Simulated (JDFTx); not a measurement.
Hf(1 0 -1 1) slab cut from bulk Hf (space group P6_3/mmc, indices of the conventional cell, lattice of the Materials Project entry mp-103, not re-optimised): 8 atoms in 8 planes, a 1x1 cell of 18.37 Å² (|a| = 3.192, |b| = 5.970 Å), 7.5 Å between the outermost planes, cell height 23.7 Å, 8×8×1 k mesh, Fermi smearing 0.01 Ha, no spin polarisation.

Computed with JDFTx (a modified build): PBE, GBRV ultrasoft potentials, plane waves to 20/100 Ha. Liquid: CANDLE, water, 1 M NaF. Between zero charge and 0.30 V from it the run gives σ = 14.1 μC/cm², a mean capacitance of 47.0 μF/cm². The liquid has ε = 78.4, a 1:1 salt at 1 M with linear (Debye) response, and T = 298 K.

Working it through: the Debye length, the diffuse-layer capacitance, and the inner capacitance that is left when the two stand in series.

Each ion has density c = 1 × 6.022×10⁻⁴ = 6.022e-04 Å⁻³. λ² = ε kT / (8π (e²/4πε₀) c) with kT = 0.02568 eV and e²/4πε₀ = 14.40 eV Å gives λ = 3.04 Å; the log prints 3.04 Å. C_diffuse = ε₀ε/λ = 228 μF/cm². Then 1/C_inner = 1/47.0 − 1/228, so C_inner = 59.2 μF/cm², which equals a vacuum gap of ε₀/C_inner = 0.15 Å. The diffuse layer takes 21 % of the potential drop; the rest lies between the electrode's charge and the onset of the dielectric, with the electrode's own (quantum) capacitance in it. The split is a model: in the calculation solvent and ions share one smooth cavity.
